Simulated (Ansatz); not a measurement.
Cu Kα1 powder pattern (kinematic, no thermal factors).
2θ (°) (relative intensity): 14.50 (4), 20.56 (4), 25.25 (14), 29.24 (100), 32.78 (3), 36.01 (2), 41.83 (75), 44.49 (2), 47.04 (1), 49.49 (7), 51.85 (27), 56.35 (1), 60.64 (12), 62.71 (1), 66.75 (3), 68.72 (34), 76.38 (25), 81.96 (2)

The pattern is computed from a structure relaxed with Ansatz 0.2.0, DFT PBE, scalar-relativistic, plane waves, PAW. No spin polarisation. Its elements are Pb, Se, Sn.

Q: Give the structure.

A: Sn3PbSe4.
Space group Pm-3m (No. 221). a = 6.104 Å, b = 6.104 Å, c = 6.104 Å, α = 90.00°, β = 90.00°, γ = 90.00°
```tsv
atom	site	symmetry	x	y	z
Sn	3d	4/mm.m	0.5000	0.0000	0.0000
Pb	1b	m-3m	0.5000	0.5000	0.5000
Se	3c	4/mm.m	0.0000	0.5000	0.5000
Se	1a	m-3m	0.0000	0.0000	0.0000
```

A pattern alone doesn't exclude other cells with like lines; this is the one computed.

The structure comes from a generated guess; another structure or a mixture of phases may lie lower.
